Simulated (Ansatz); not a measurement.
The elements of this relaxed trial crystal are hidden behind letters.

```
lattice vectors (Å)
   0.0000    2.3226   11.4814
   1.6210    0.0000   11.4814
   1.6210    2.3226    0.0000
fractional positions
X 0.8961 0.8961 0.1039
X 0.5000 0.5000 0.5000
X 0.1039 0.1039 0.8961
Z 0.7028 0.7028 0.2972
Z 0.2972 0.2972 0.7028
```

Level of theory: DFT PBE, scalar-relativistic, plane waves, PAW (Ansatz). Cutoff 420 eV, Γ-centred 14×14×14 mesh (5-atom cell), Gaussian smearing of 0.10 eV, no spin polarisation.

```
Space group                                 : Fmmm (No. 69)
Conventional cell                           : a = 3.242 Å, b = 4.645 Å, c = 22.963 Å
Volume per atom                             : 17.29 Å³
Density                                     : 17.49 g/cm³
Formation energy                            : −0.03 eV/atom
Gap on the 14×14×14 mesh of the 5-atom cell : 0 eV (a metal)
```

Energies are uncorrected and count from the elements' standard states at the same level.

Question: X is a d-block element of period 6 and Z is a d-block element of period 6. Which elements are they?

Answer: X = Ta, Z = W, so the formula is Ta3W2. Density times volume gives a mean mass of 17.49 × 17.29/1.6605 = 182.1 u per atom, and this set has 182.1 u. Around Ta on a site of symmetry mm2 lie 2 W at 2.79 Å, 6 Ta at 2.83–2.89 Å, 4 Ta at 3.24–3.33 Å and 2 W at 3.25 Å; Ta on a site of symmetry mmm has 8 Ta at 2.83–2.89 Å and 6 Ta at 3.24–3.33 Å; around W lie 6 W at 2.71–2.83 Å, 2 Ta at 2.79 Å, 4 W at 3.18–3.24 Å and 2 Ta at 3.25 Å. Other sets within the hints have nearly the same mass, so mass alone doesn't settle it; this one was computed.

Spin–orbit coupling, which can matter for Ta and W, is left out. A later test with randomly moved atoms came back to the same energy, though modes that don't fit the test's cell weren't probed.
